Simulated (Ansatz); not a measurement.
Computed properties of SbTeOs

SbTeOs:
```yaml
crystal:
  lattice:
    - [6.62330, 0.00000, 0.00000]
    - [0.00000, 6.52835, 0.00000]
    - [-2.72364, 0.00000, 6.11811]
  atoms:
    - { symbol: Sb, position: [0.86024, 0.14063, 0.11405] }
    - { symbol: Sb, position: [0.13976, 0.85937, 0.88595] }
    - { symbol: Sb, position: [0.13976, 0.64063, 0.38595] }
    - { symbol: Sb, position: [0.86024, 0.35937, 0.61405] }
    - { symbol: Te, position: [0.65352, 0.86510, 0.31565] }
    - { symbol: Te, position: [0.34648, 0.13490, 0.68435] }
    - { symbol: Te, position: [0.34648, 0.36510, 0.18435] }
    - { symbol: Te, position: [0.65352, 0.63490, 0.81565] }
    - { symbol: Os, position: [0.72297, 0.49895, 0.20326] }
    - { symbol: Os, position: [0.27703, 0.50105, 0.79674] }
    - { symbol: Os, position: [0.27703, 0.99895, 0.29674] }
    - { symbol: Os, position: [0.72297, 0.00105, 0.70326] }
```

Space group P2_1/c (No. 14); conventional cell a = 6.6233 Å, b = 6.5283 Å, c = 6.6970 Å, α = γ = 90.00°, β = 114.00°.

Method: plane-wave PAW PBEsol (Ansatz code). The cell and atoms are relaxed at this level. Other levels are named where they apply.

### Cell and energy

- Volume per atom: 22.05 Å³
- Density: 11.04 g/cm³
- Formation energy from the elements (no fitted shifts): -0.093 eV/atom

### Electronic structure

- Band gap: 0.92 eV (indirect)
- Valence-band maximum: off the standard path, at k = (-0.495, 0.000, 0.188) in fractions of the reciprocal vectors
- Conduction-band minimum: at Γ
- Smallest direct gap on the standard path: 1.18 eV
- Electron effective mass: 0.97, 2.0, 2.4 mₑ (principal values)
- Hole effective mass: 0.63, 1.1, 1.9 mₑ (principal values)
- HSE06 gap on the PBEsol cell: 1.49 eV

### Mechanics

Bulk modulus (Birch–Murnaghan fit): 134 GPa
Pressure derivative B′: 4.9

The first step of the workflow began from a Materials Project structure, measured or hypothetical; the Crystallography Open Database copy checked does not list it. Whether it is the stable phase at ambient conditions was not checked. The PBEsol relaxation kept the symmetry of its start; its stability against distortions is not shown here. No spin polarisation was allowed. The references are the lowest solids computed at this level, not always the standard phases. Scalar-relativistic: spin–orbit coupling is off unless named, which matters more the heavier the elements.

Potentials: the later of the program's two PAW sets.
